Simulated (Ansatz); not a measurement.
Polymorphs of Te, each relaxed with DFT-r²SCAN in the program Ansatz with PAW potentials:

A: diamond (Fd-3m)
a = b = c = 7.1430 Å, α = β = γ = 90.00°

```csv
atom,site,symmetry,x,y,z
Te,8b,-43m,0.5000,0.5000,0.5000
```

B: trigonal Se type (P3_121)
a = 4.6248 Å, b = 4.6248 Å, c = 5.9036 Å, α = 90.00°, β = 90.00°, γ = 120.00°

```
atom  site  symmetry       x       y       z
----  ----  --------  ------  ------  ------
Te      3a       .2.  0.7467  0.7467  0.0000
```

C: simple cubic (Pm-3m)
a = b = c = 3.1890 Å, α = β = γ = 90.00°

```tsv
atom	site	symmetry	x	y	z
Te	1a	m-3m	0.0000	0.0000	0.0000
```

Task: Order them by energy per atom at 0 K (lowest first) at the level r²SCAN.

Result: B (+0 meV/atom), C (+85 meV/atom), A (+538 meV/atom)

Task: Give each one's gap.

Result: A no gap; B 0.54 eV; C no gap.

Typed or built starts, not in the databases checked: A; C. Not the usual ambient phase: A; C. Weakly bound layers, chains or molecules computed without a dispersion correction, so cells and soft constants are ill determined: B. All cells were relaxed under the symmetry of their starts (and spin orders); stability against distortions was not tested throughout. Spin–orbit coupling is left out wherever it is not named.

Energies hold the estimated change up to a 700 eV cutoff; steps of a few meV lie near the error of the meshes.

Potentials: the earlier of the program's two PAW sets.
